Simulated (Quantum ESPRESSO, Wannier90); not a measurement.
## ZrS2 (CdI2 type), plane waves to Wannier functions

```yaml
crystal:
  lattice:
    - [3.69138, 0.00000, 0.00000]
    - [-1.84569, 3.19683, 0.00000]
    - [0.00000, 0.00000, 6.04108]
  atoms:
    - { symbol: Zr, position: [0.00000, 0.00000, 0.00000] }
    - { symbol: S, position: [0.66667, 0.33333, 0.76209] }
    - { symbol: S, position: [0.33333, 0.66667, 0.23791] }
```

Materials Project entry mp-1186; symmetrised, unrelaxed at this level. Not found in the COD (Crystallography Open Database) copy used; not checked further. Method: PBEsol plane waves in Quantum ESPRESSO 7.5 (PseudoDojo norm-conserving files, 53 Ry, no spin polarisation, no spin-orbit coupling), Bloch states on a 12×12×6 mesh through Γ, Wannier90 4.0.1. Density: 12×12×6 mesh, cold smearing 0.01 Ry. The cell is built of weakly bound layers, chains or molecules, whose nearest atoms lie 3.82 Å apart. Database cells relaxed without dispersion often hold them too far apart, which can enlarge gaps and weakens couplings between them; spacing and stacking were not compared with the measured crystal.

Valence charges of the files: Zr 12, S 6. 27 bands were computed.

Isolated groups of bands, relative to the valence-band maximum (bands from 16 on overlap up to the last one computed):

```csv
bands,from (eV),to (eV),filling,weight on atomic waves
1,-48.89,-48.87,filled,Zr 4s 97 %
2–4,-27.08,-26.83,filled,Zr 4p 98 %
5–6,-12.58,-11.09,filled,"S 3s 82 %, Zr 4d 9 %, Zr 5s 7 %"
7–12,-4.43,0.00,filled,"S 3p 75 %, Zr 4d 19 %"
13–15,0.96,3.46,empty,"Zr 4d 78 %, S 3p 17 %"
```

Wanted is a model with the orbitals Zr d, S p, without the filled groups that are mainly made of other shells (semicore states, and anion s where it isn't named); all higher bands stay in for disentanglement.

Question: Give num_wann, exclude_bands and num_bands, and the number of electrons that the model holds.

Answer: Electrons: 1×12 + 2×6 = 24, which fill 12 bands.
num_wann = 1×5 + 2×3 = 11.
exclude_bands = 1-6, 6 bands, so num_bands = 27 − 6 = 21.
The model holds 24 − 2×6 = 12 electrons. With the window frozen to 2.45 eV it follows pw.x to 0.4 meV rms (states up to 2.0 eV relative to the valence-band maximum).
